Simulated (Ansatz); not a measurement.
SiO$_{2}$:
```cif
data_O4Si2
_chemical_formula_sum 'Si2 O4'
_space_group_name_H-M_alt 'P 1'
_space_group_IT_number 1
_cell_length_a 4.15498
_cell_length_b 4.15498
_cell_length_c 2.66136
_cell_angle_alpha 90.000
_cell_angle_beta 90.000
_cell_angle_gamma 90.000
loop_
_space_group_symop_operation_xyz
  'x, y, z'
loop_
_atom_site_label
_atom_site_type_symbol
_atom_site_fract_x
_atom_site_fract_y
_atom_site_fract_z
_atom_site_occupancy
Si1 Si 0.50000 0.50000 0.50000 1
Si2 Si 0.00000 0.00000 0.00000 1
O1 O 0.69443 0.69443 0.00000 1
O2 O 0.30557 0.30557 0.00000 1
O3 O 0.80557 0.19443 0.50000 1
O4 O 0.19443 0.80557 0.50000 1
```

Relaxed with LDA.

**Question.** Give the optical modes at the zone centre with their infrared and Raman activity from DFPT, LDA (plane waves, PAW; program Ansatz).

**Answer.** Transverse frequencies, without the LO–TO term; a row sums one degenerate level.

| ω (cm⁻¹) | degeneracy | IR ((D/Å)²/amu) | Raman (Å⁴/amu) | activity | symmetry |
|---|---|---|---|---|---|
| 218 | 1 | 0.00 | 0.13 | Raman | B1g |
| 384 | 1 | 0.00 | 0 | silent | B1u |
| 466 | 2 | 56.83 | 0 | IR | Eu |
| 584 | 2 | 0.00 | 0.19 | Raman | Eg |
| 586 | 2 | 11.20 | 0 | IR | Eu |
| 589 | 1 | 0.00 | 0 | silent | A2g |
| 658 | 1 | 51.14 | 0 | IR | A2u |
| 753 | 1 | 0.00 | 4.3 | Raman | A1g |
| 758 | 1 | 0.00 | 0 | silent | B1u |
| 823 | 2 | 25.75 | 0 | IR | Eu |
| 947 | 1 | 0.00 | 0.41 | Raman | B2g |

**Question.** How high does the top mode go among those that the LO–TO term moves?

**Answer.** 1038 cm⁻¹ for q along x, 1038 cm⁻¹ for q along y, 1050 cm⁻¹ for q along z.

Space group P4_2/mnm (rutile). This is a known high-pressure phase of the composition, computed here at zero pressure and temperature. Symmetry was held in the LDA relaxation; phonons on a q-mesh show no instability.

Potentials: the earlier of the program's two PAW sets.
